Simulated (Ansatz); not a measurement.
Input:

Y₂Ga₉Ru₃:
```cif
data_Ga18Ru6Y4
_chemical_formula_sum 'Y4 Ga18 Ru6'
_space_group_name_H-M_alt 'P 1'
_space_group_IT_number 1
_cell_length_a 7.40346
_cell_length_b 7.40346
_cell_length_c 9.67960
_cell_angle_alpha 90.000
_cell_angle_beta 90.000
_cell_angle_gamma 60.919
loop_
_space_group_symop_operation_xyz
  'x, y, z'
loop_
_atom_site_label
_atom_site_type_symbol
_atom_site_fract_x
_atom_site_fract_y
_atom_site_fract_z
_atom_site_occupancy
Y1 Y 0.32555 0.99779 0.25000 1
Y2 Y 0.67445 0.00221 0.75000 1
Y3 Y 0.99779 0.32555 0.75000 1
Y4 Y 0.00221 0.67445 0.25000 1
Ga1 Ga 0.86593 0.13407 0.25000 1
Ga2 Ga 0.13407 0.86593 0.75000 1
Ga3 Ga 0.66244 0.01125 0.07504 1
Ga4 Ga 0.33756 0.98875 0.92496 1
Ga5 Ga 0.33756 0.98875 0.57504 1
Ga6 Ga 0.66244 0.01125 0.42496 1
Ga7 Ga 0.01125 0.66244 0.92496 1
Ga8 Ga 0.98875 0.33756 0.07504 1
Ga9 Ga 0.98875 0.33756 0.42496 1
Ga10 Ga 0.01125 0.66244 0.57504 1
Ga11 Ga 0.66007 0.33993 0.56218 1
Ga12 Ga 0.33993 0.66007 0.43782 1
Ga13 Ga 0.33993 0.66007 0.06218 1
Ga14 Ga 0.66007 0.33993 0.93782 1
Ga15 Ga 0.44749 0.33871 0.25000 1
Ga16 Ga 0.55251 0.66129 0.75000 1
Ga17 Ga 0.33871 0.44749 0.75000 1
Ga18 Ga 0.66129 0.55251 0.25000 1
Ru1 Ru 0.67674 0.67674 0.00000 1
Ru2 Ru 0.32326 0.32326 0.00000 1
Ru3 Ru 0.32326 0.32326 0.50000 1
Ru4 Ru 0.67674 0.67674 0.50000 1
Ru5 Ru 0.00000 0.00000 0.00000 1
Ru6 Ru 0.00000 0.00000 0.50000 1
```

This is the r²SCAN-relaxed structure.

Problem. All from r²SCAN in the plane-wave PAW code Ansatz, unless another level is named. Give the density of states at the Fermi level.

Solution. 0.42 states/eV per atom (mean over ±0.08 eV).

Problem. Predict the formation energy from the elements (no fitted shifts).

Solution. -57 kJ/mol of atoms.

Space group Cmcm. The workflow started from a Materials Project entry (that database holds measured and hypothetical structures alike); the Crystallography Open Database copy checked does not list it. Its standing as an ambient phase is unchecked. The r²SCAN relaxation kept the symmetry of its start; whether a distortion lowers the energy is not shown. The run is not spin-polarised. The references are the lowest solids computed at this level, not always the standard phases. Spin–orbit coupling is left out wherever it is not named.

Potentials: the later of the program's two PAW sets.
